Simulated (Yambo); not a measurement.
A G0W0@LDA run in Yambo for NaPF6 (space group Fm-3m, No. 225) (2×2×2 Γ-centred k mesh, bands 2 to 171 and a 7 Ry block in the screening, 171 bands in G with the Bruneval-Gonze terminator, plasmon pole fitted at 27.2 eV) gives these matrix elements, in eV, at the band edges (Γ → Γ):

```csv
state,E0,<Vxc>,<Σx>,<Σc(E0)>,Z
valence edge,0.000,-23.371,-31.548,4.370,0.846
conduction edge,7.244,-11.476,-6.552,-2.525,0.909
```

Q: Solve the linearised quasiparticle equation for both states, give the gap, and say how exchange and correlation each act on it.

A: E = E0 + Z(Σx + Σc − Vxc). Valence: 0.000 + 0.846 × (-31.548 + (4.370) − (-23.371)) = -3.22 eV. Conduction: 7.244 + 0.909 × (-6.552 + (-2.525) − (-11.476)) = 9.42 eV. The gap is 12.64 eV, against 7.24 eV in LDA. Replacing Vxc by bare exchange alone would open it by 13.10 eV; correlation takes back 6.89 eV of that, and Z scales what is left. Nearest settings tried, and what they do to the gap: 113 bands in W, 113 bands in G: +95 meV; 6 Ry block (229 vectors against 283): +29 meV. Not varied: mesh. So the settings aren't converged at that level. The k mesh is coarse. 

Geometry of the Materials Project entry, not relaxed at this level; primitive cell a = b = c = 5.451 Å, α = β = γ = 60.00°.
